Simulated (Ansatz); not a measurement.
InAs (zinc blende)

```
InAs
1.0
    0.00000     6.10911     6.10911
    3.05455     0.00000     3.05455
    3.05455     3.05455     0.00000
As In
2 2
Direct
  0.37500   0.75000   0.75000
  0.87500   0.75000   0.75000
  0.00000   0.00000   0.00000
  0.50000   0.00000   0.00000
```

In each cell atom 3 (In, nearest neighbour As at 2.645 Å; its periodic images, 4.3 Å or more away, move with it) moves by s·(1.000, 0.000, 0.000) (along Cartesian x), the rest being held.

All values below come from r2SCAN (plane waves to 500 eV, PAW, scalar-relativistic; Ansatz, a first-principles code). k mesh 4×8×8 (Γ-centred), Fermi-Dirac smearing 0.05 eV. The energy includes the smearing's −TS. InAs was relaxed with its symmetry unable to fall. The zero of ΔE is the undisplaced structure.

```
s (Å)   ΔE (meV/cell)
------  -------------
-0.260          257.4
-0.208          165.8
-0.156           93.8
-0.104           41.9
-0.052           10.5
0.000             0.0
0.052            10.5
0.104            42.0
0.156            94.3
0.208           166.9
0.260           259.1
```

**Question.** What force constant k = d²E/ds² at s = 0 does the table give?

**Answer.** 7.8 eV/Å². It is the second difference of the nearest points, corrected with the next pair.

**Question.** With k = 7.78 eV/Å² from the forces, is the well harmonic out to s = 0.260 Å?

**Answer.** ½ks² = 262.9 meV/cell against the computed 259.1 meV/cell, so the well is close to harmonic there.

(For displaced atoms, the force is minus the slope of the energy, and its curvature is a force constant, which sets phonon frequencies.)
